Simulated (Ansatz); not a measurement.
# Data sheet: YRh (DFT)

YRh:
```
CELL_PARAMETERS angstrom
      3.41641     0.00000     0.00000
      0.00000     3.41641     0.00000
      0.00000     0.00000     3.41641
ATOMIC_POSITIONS crystal
  Y  0.50000 0.50000 0.50000
  Rh 0.00000 0.00000 0.00000
```

Space group Pm-3m (No. 221), CsCl type; conventional cell a = b = c = 3.416 Å, α = β = γ = 90.00°.

Method: the program Ansatz at the r²SCAN level (PAW). The cell and atoms are relaxed at this level. Other levels are named where they apply.

### Cell and energy

Volume per atom: 19.94 Å³
Density: 7.99 g/cm³
Formation energy from the elements (no fitted shifts): -0.89 eV/atom

### Electronic structure

- Electronic character = metallic (no gap)
- Density of states at the Fermi level = 0.39 states/eV per atom (mean over ±0.08 eV)
- Gap with spin–orbit coupling = none (metallic)

### Mechanics

- Bulk modulus (Birch–Murnaghan fit) = 117 GPa
- Pressure derivative B′ = 4.3

### Charges

- Bader charges = Y +1.61, Rh -1.61 e

The workflow started from an entry of the Crystallography Open Database (COD). Whether it is the stable phase at ambient conditions was not checked. The r²SCAN relaxation kept the symmetry of its start; its stability against distortions is not shown here. The run is not spin-polarised. The references are the lowest solids computed at this level, not always the standard phases. Scalar-relativistic: spin–orbit coupling is off unless named, which matters more the heavier the elements.

Potentials: the later of the program's two PAW sets.
